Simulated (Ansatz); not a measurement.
This trial cell of GaMo was written down by chemical analogy (Pmma, No. 51). Its size is a guess.

```yaml
crystal:
  lattice:
    - [4.69000, 0.00000, 0.00000]
    - [0.00000, 3.10000, 0.00000]
    - [0.00000, 0.00000, 4.79000]
  atoms:
    - { symbol: Ga, position: [0.75000, 0.00000, 0.68800] }
    - { symbol: Ga, position: [0.25000, 0.00000, 0.31200] }
    - { symbol: Mo, position: [0.75000, 0.50000, 0.18800] }
    - { symbol: Mo, position: [0.25000, 0.50000, 0.81200] }
```

Theory: Ansatz 0.2.0, DFT PBE, scalar-relativistic, plane waves, PAW. Cutoff 420 eV, Gaussian smearing, Γ-centred meshes. Cell and atoms relax first on a coarse mesh, the cell is then made exact in the group found at 0.06 to 0.08 Å, and last on a converged mesh; the steps can't lower the symmetry of their start. No spin polarisation.

A guess keeps its type if space group and coordination stay and the shape of the cell changes little (axis ratios within about 15 %, angles within 6°); the volume may change.

Question: Does this structure survive the relaxation?

Answer: It keeps its type. The symmetry stays Pmma (No. 51). The end has the AuCd (B19) type. The volume per atom shrinks by 12.0 %, from 17.4 to 15.3 Å³. The shortest distance goes from 2.85 Å (Ga–Mo) to 2.73 Å (Mo–Mo). Counting neighbours within 15 % of an atom's shortest distance, the start has Ga 12, Mo 12 and the end Ga 12, Mo 12.

Formation energies are uncorrected and refer to the elements' standard structures at the same level.

Question: At what energy does it end?

Answer: +0.06 eV/atom. It can't be a ground state, since the elements alone are lower.

The last run used an 8×14×8 mesh (in the run's order of axes) for its 4-atom cell and Gaussian smearing of 0.10 eV. A structure relaxed within its symmetry needn't be a true minimum. Another cell of the same search, in P4/nmm, lies 129 meV/atom lower, so this cell isn't the stable form at this level.
